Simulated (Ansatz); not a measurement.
# BN: energy along a strain

BN, P6_3mc, a = 2.554 Å, c = 4.227 Å (as given, not relaxed at this level: 0.0 GPa, forces to 0.02 eV/Å). This isn't the usual stable structure of the compound. Ansatz: PBE, PAW, 420 eV, Γ-centred 12×12×6 mesh on 4 atoms, Gaussian smearing 0.05 eV; no spin polarisation. Cell vectors (Å): 2.554 0.000 0.000; -1.277 2.212 0.000; 0.000 0.000 4.227. The cell is strained by x per cent times the pattern (0 0 0 0 0 1) in the order xx yy zz yz xz xy (engineering shears), with fractional coordinates held. y is the free energy over the start, V0 = 5.969 Å³/atom. Symmetry makes y even in x.

| x (%) | y (meV/atom) |
| --- | --- |
| -2.00 | 3.04 |
| -1.00 | 0.77 |
| 0.00 | 0.00 |
| 0.25 | 0.06 |
| 0.50 | ? |
| 0.75 | 0.43 |
| 1.25 | 1.19 |
| 1.50 | 1.71 |
| 1.75 | 2.32 |

Question: Fit y = c2 x² + c4 x⁴ to the other rows, get the stiffness along the pattern, and predict the missing energy.

Answer: Least squares on the rows shown. y = 0.7633 x² − 0.001100 x⁴. The clamped-ion stiffness p·C·p = 2 × 7.633 eV × 160.2 / 5.969 Å³ = 410 GPa, which is C66 in these axes. At x = 0.50 the fit asked for gives 0.19 meV/atom. The run gave 0.20 meV/atom, so the fit is 0.01 meV/atom too low, within twice the rms miss on the fitted rows (0.006 meV/atom).